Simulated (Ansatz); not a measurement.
**Computed properties of Be**

Be:
Space group Im-3m (No. 229); a = b = c = 2.493 Å, α = β = γ = 90.00°

```
atom  site  symmetry       x       y       z
----  ----  --------  ------  ------  ------
Be      2a      m-3m  0.0000  0.0000  0.0000
```
(The calculation used a cell of 1 atom; values per cell refer to that cell.)

Space group Im-3m (No. 229), bcc (W type); conventional cell a = b = c = 2.493 Å, α = β = γ = 90.00°.

Method: DFT-PBEsol in the program Ansatz with PAW potentials. The cell and atoms are relaxed at this level. Other levels are named where they apply.

**Cell and energy**

```yaml
volume_per_atom: 7.74 Å³
density: 1.93 g/cm³
```

**Electronic structure**

```yaml
electronic_character: metallic (no gap)
Density of states at the Fermi level: 0.12 states/eV per atom (mean over ±0.08 eV)
```

**Mechanics**

```yaml
Bulk modulus (Birch–Murnaghan fit): 125 GPa
Pressure derivative B′: 3.3
Elastic constants (relaxed ions, GPa): C11 = 181, C12 = 97.0, C44 = 211
mechanical_stability: stable (all eigenvalues of C positive)
hill_bulk_and_shear_moduli: 125 and 112 GPa
Young's modulus: 259 GPa
Poisson's ratio: 0.15
debye_temperature_from_the_elastic_constants: 1260 K
```

The workflow started from a Materials Project entry (that database holds measured and hypothetical structures alike); the Crystallography Open Database copy checked does not list it. It is not the phase usual at ambient conditions (space group No. 194). Symmetry was held in the PBEsol relaxation; whether a distortion lowers the energy is not shown. As this level gives no gap, shear constants depend on the k-mesh and smearing (Fermi–Dirac, 0.1 eV here).

Potentials: the later of the program's two PAW sets.
